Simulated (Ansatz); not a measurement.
TiAl3 in space group I4/mmm (No. 139; Al on 2b, Al on 4d, Ti on 2a) at seven volumes, plane-wave PAW PBEsol (Ansatz code), shape and atoms relaxed at each. One row is withheld.

| V (Å³/atom) | P (GPa) |
|---|---|
| 14.165 | 12.71 |
| 14.632 | 7.81 |
| 15.099 | 3.61 |
| 15.566 | 0.00 |
| 16.033 | -3.10 |
| 16.500 | ? |
| 16.967 | -8.05 |

### Question
Fit the shown pressures and predict the withheld one.

### Answer
P = (3/2)B₀(x^(7/2) − x^(5/2))[1 + (3/4)(B′ − 4)(x − 1)] with x = (V₀/V)^(2/3). Least squares on the six rows gives V₀ = 15.566 Å³/atom, B₀ = 111 GPa, B′ = 4.06. At V = 16.500, x = 0.9619 and P = -5.75 GPa. The run itself gave -5.77 GPa.

Symmetry was held in the PBEsol relaxation. The run is not spin-polarised.

Potentials: the later of the program's two PAW sets.
